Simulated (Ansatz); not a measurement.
Polymorphs of C, each relaxed with DFT-LDA in the program Ansatz with PAW potentials:

A: I4/mmm, a = 4.3287 Å, b = 4.3287 Å, c = 2.4837 Å, α = 90.00°, β = 90.00°, γ = 90.00°

B: P6/mmm, a = b = 2.4446 Å, c = 3.6142 Å, α = β = 90.00°, γ = 120.00°

C: graphite (P6_3/mmc), a = b = 2.4448 Å, c = 6.6711 Å, α = β = 90.00°, γ = 120.00°

D: diamond (Fd-3m), a = b = c = 3.5318 Å, α = β = γ = 90.00°

Rank these by energy per atom at 0 K (lowest first), as LDA gives it.

D (+0 meV/atom), C (+10 meV/atom), B (+19 meV/atom), A (+220 meV/atom)

Give each one's gap.

A 2.26 eV; B no gap; C no gap; D 4.17 eV.

Not the usual ambient phase: A; B. Weakly bound layers, chains or molecules computed without a dispersion correction, so cells and soft constants are ill determined: B; C. All cells were relaxed under the symmetry of their starts (and spin orders); stability against distortions was not tested throughout.

Energies hold the estimated change up to a 700 eV cutoff; steps of a few meV lie near the error of the meshes.

Potentials: the later of the program's two PAW sets.
